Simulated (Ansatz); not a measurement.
## Mg₂CdS₃: rattling a relaxed structure

The cell was found from a proposed guess, not taken from experiment.

Level of theory: DFT PBE, scalar-relativistic, plane waves, PAW (Ansatz). Plane waves to 420 eV, a k mesh through Γ of 6×6×4 on the computed 12-atom cell and Gaussian smearing (0.02 eV); no spin polarisation.

The cell below (12 atoms, space group Cmc2_1 (No. 36)) is relaxed within its symmetry.

```xyz
12
Lattice="6.1393 -3.5445 0.0000 6.1393 3.5445 0.0000 0.0000 0.0000 6.6219" Properties=species:S:1:pos:R:3 pbc="T T T"
Mg    4.0758    1.1760    3.3204
Mg    8.2027   -1.1760    0.0095
Mg    4.0758   -1.1760    0.0095
Mg    8.2027    1.1760    3.3204
Cd    6.1393   -2.3362    3.3240
Cd    6.1393    2.3362    0.0130
S     6.1393   -2.2973    0.7518
S     4.0289    1.1409    0.8497
S     8.2496   -1.1409    4.1607
S     6.1393    2.2973    4.0628
S     4.0289   -1.1409    4.1607
S     8.2496    1.1409    0.8497
```

For the test it was strained at random (σ = 1.5 % a component), the atoms were moved at random (σ = 0.05 Å), and all was relaxed again on a coarse 2×3×3 mesh (in the run’s order of axes) with 0.10 eV smearing, with no symmetry imposed.

**Question.** Does it come back?

**Answer.** It returns, within 1 meV/atom of the unmoved cell on that mesh and with the same symmetry when read at 0.1 Å. So it is stable against the distortions that fit this cell and that this random move excites. Modes that don't fit the cell aren't tested.
